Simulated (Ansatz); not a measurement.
**Ti2C3N6, one structure, two calculations**

Cell: a Materials Project structure (computed, not necessarily an observed phase), taken as it stands.

```xyz
22
Lattice="4.8885 -2.8244 0.0000 4.8885 2.8244 0.0000 -3.2687 0.0000 9.6756" Properties=species:S:1:pos:R:3 pbc="T T T"
Ti    0.8012   -1.4184    9.6742
Ti    2.4356    1.4184    4.8364
Ti    5.7070    1.4184    0.0014
Ti    4.0726   -1.4184    4.8392
C     0.8924    0.5205    7.2596
C     2.4369   -2.4535    7.2567
C     3.9815    0.5205    7.2539
C     2.5268   -0.5205    2.4218
C     5.6158   -0.5205    2.4161
C     4.0713    2.4535    2.4189
N     1.0622    0.2837    8.4559
N     2.1473   -2.4814    8.4536
N     4.1024    0.7862    8.4512
N     2.6966   -0.2837    3.6181
N     5.7368   -0.7862    3.6134
N     3.7817    2.4814    3.6158
N     5.4460   -0.2837    1.2197
N     4.3609    2.4814    1.2220
N     2.4058   -0.7862    1.2244
N     3.8116    0.2837    6.0575
N     0.7714    0.7862    6.0622
N     2.7265   -2.4814    6.0598
```

Atom numbers follow the list; atoms alike are taken as one site, whose name carries the number of the first.

First run. Computed with Ansatz: DFT, PBE, plane waves and PAW, scalar-relativistic, collinear spin, 420 eV cutoff, Γ-centred 6×6×3 k-points, Fermi–Dirac smearing 0.02 eV. Start moments as typed (μB): 1 on each Ti, none on the rest.

```json
{"site": "Ti", "atom": "1", "V_zz (10²¹ V/m²)": "-1.55", "η": "0.16", "m (μB)": "0.64"}
{"site": "C5", "atom": "5", "V_zz (10²¹ V/m²)": "-3.17", "η": "0.40", "m (μB)": "0.03"}
{"site": "C6", "atom": "6", "V_zz (10²¹ V/m²)": "-3.17", "η": "0.40", "m (μB)": "0.03"}
{"site": "N11", "atom": "11", "V_zz (10²¹ V/m²)": "1.48", "η": "0.72", "m (μB)": "-0.02"}
{"site": "N12", "atom": "12", "V_zz (10²¹ V/m²)": "1.51", "η": "0.73", "m (μB)": "-0.02"}
{"site": "N13", "atom": "13", "V_zz (10²¹ V/m²)": "1.54", "η": "0.70", "m (μB)": "-0.02"}
```

Second run. The same atoms and settings, except that the mesh is 7×7×4 and the Fermi–Dirac smearing is 0.05 eV.

Q: What does the second run give?

A: 

```
site  atom   V_zz     η  change of V_zz  m (μB)
  Ti     1  -1.57  0.14           -0.02    0.65
  C5     5  -3.18  0.40           -0.01    0.03
  C6     6  -3.18  0.40           -0.01    0.03
 N11    11   1.48  0.72            0.00   -0.02
 N12    12   1.52  0.72           +0.01   -0.02
 N13    13   1.55  0.70           +0.01   -0.02
```

No V_zz moves by more than 0.02.

Semilocal functionals can leave a metal where correlation in the d or f shell opens a gap in the real compound, and that would change the values at and beside Ti. All moments are parallel here, as the start or the cell imposes; many such compounds order antiparallel, where fields and spin densities carried over to other atoms largely cancel. The magnetic order is the one that the run reached from its start moments, not necessarily the measured one (the real compound may not order at all).
For the first run: The program didn't check the stability of this electronic state in full, so a lower one may lie near.
